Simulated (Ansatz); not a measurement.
YTe (rock salt, Fm-3m) at seven volumes, plane-wave PAW r²SCAN (Ansatz code), scaled uniformly. One row is withheld.

| V (Å³/atom) | P (GPa) |
|---|---|
| 26.651 | 7.61 |
| 27.530 | 4.66 |
| 28.409 | 2.14 |
| 29.287 | -0.01 |
| 30.166 | ? |
| 31.045 | -3.39 |
| 31.923 | -4.72 |

Task: Fit the shown pressures and predict the withheld one.

Result: Third-order Birch–Murnaghan: P = (3/2)B₀(x^(7/2) − x^(5/2))[1 + (3/4)(B′ − 4)(x − 1)] with x = (V₀/V)^(2/3). Least squares on the six rows gives V₀ = 29.286 Å³/atom, B₀ = 65.89 GPa, B′ = 4.31. At V = 30.166, x = 0.9805 and P = -1.83 GPa. The run itself gave -1.83 GPa.

The workflow started from an entry of the Crystallography Open Database (COD). Whether it is the stable phase at ambient conditions was not checked. The r²SCAN relaxation kept the symmetry of its start; its stability against distortions is not shown here. No spin polarisation was allowed. Scalar-relativistic: spin–orbit coupling is off unless named, which matters more the heavier the elements.

Potentials: the later of the program's two PAW sets.
